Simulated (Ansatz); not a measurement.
# MnGa₄ (Im-3m), stationary points along a deformation path

Method: DFT PBEsol, scalar-relativistic, plane waves, PAW (Ansatz). Settings: plane waves to 420 eV, k-mesh 14×14×14 (Γ-centred), Gaussian smearing 0.15 eV. Collinear spins, started from moments 0.6, 0.0, 0.0, 0.0, 0.0 μB in atom order; the magnetic state may not be the lowest. Energies are free energies at this smearing, counted from the undisturbed cell; pressure is positive in compression.

The starting cell (relaxed at this level; it needn't be the usual structure):

```
Mn Ga
1.0
    -2.75478    2.75478    2.75478
     2.75478   -2.75478    2.75478
     2.75478    2.75478   -2.75478
Mn Ga
1 4
Direct
  0.00000 0.00000 0.00000
  0.00000 0.00000 0.50000
  0.00000 0.50000 0.00000
  0.50000 0.00000 0.00000
  0.50000 0.50000 0.50000
```

At fixed volume and fractional coordinates, lengths along (0.000, 0.000, 1.000) are scaled against those across it; ρ is that ratio over its starting value. V = 16.724 Å³/atom. Δσ is the stress along the axis less the mean stress across it (compression positive).

```csv
ρ,ΔE (meV/atom),Δσ (GPa),space group
0.707,672.4,56.22,I4/mmm
0.850,128.7,24.55,I4/mmm
1.000,0.0,0.00,Im-3m
1.200,124.1,-17.81,I4/mmm
1.414,428.0,-37.09,I4/mmm
```

Task: How does the stress give the slope of the energy, and where is the energy stationary?

Result: Along the path d ln(length) is 2/3 d ln ρ on the axis and −1/3 d ln ρ across it, so dE/d ln ρ = −(2/3) V Δσ: the energy falls with ρ where Δσ is positive. Δσ vanishes or changes sign at ρ = 1.000 (Im-3m), a minimum at 0.0 meV/atom. Pairs of stationary points between two samples would go unseen, and could change a minimum read from distant neighbours into a maximum. At ρ = 1.000 the cell is cubic, where symmetry alone makes the stress isotropic and the slope zero.

In a metal these slopes depend on the k mesh and the smearing.

The moment changes along the path, so the curve joins different magnetic states.

Cost: 5 runs of about 4.4 core-minutes in all, on AMD EPYC 9R45 (Zen 5) (shared hosts).